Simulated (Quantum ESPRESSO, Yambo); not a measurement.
GaP (zinc blende, space group F-43m, No. 216) under isotropic strain of -2 % on all lattice vectors. The PBEsol cell relaxed from Materials Project entry mp-2490 was given an isotropic strain of -2 % on all lattice vectors, and the atoms were relaxed again. Chain: PBE (stringent potentials; pw.x of Quantum ESPRESSO, ONCV potentials, without SOC); G0W0 in Yambo (4×4×4 Γ-centred k mesh, bands 5 to 180 and a 15 Ry block in the screening, 180 bands in G with the Bruneval-Gonze terminator, plasmon pole fitted at 27.2 eV); BSE (10×10×10 mesh, 3 valence and 1 conduction bands, static screening with 27 bands and a 4 Ry block, scissor 0.92 eV, Tamm-Dancoff).

PBE gap (dense path): 1.48 eV
PBE gap Γ → X on the GW mesh: 1.51 eV
PBE smallest direct gap on the GW mesh, at Γ: 2.38 eV
G0W0 direct gap at that point: 3.29 eV
G0W0 correction to the gap Γ → X: 0.71 eV
lowest exciton: no binding energy given (see below)

Rough cost of the Yambo steps against G0W0 for 6 states: BSE within a factor of two.

Convergence of the G0W0 settings was not tested. The BSE states are vertical excitations (zero momentum); the indirect quasiparticle gap, about 2.19 eV, is smaller than the direct one (3.29 eV on the GW mesh). The lowest state covers only about 1 of the 1000 k points, so the mesh doesn't resolve it: its energy and its distance from the direct gap are mesh artefacts. An extended exciton needs a far denser mesh.

Spin-orbit splittings are left out.
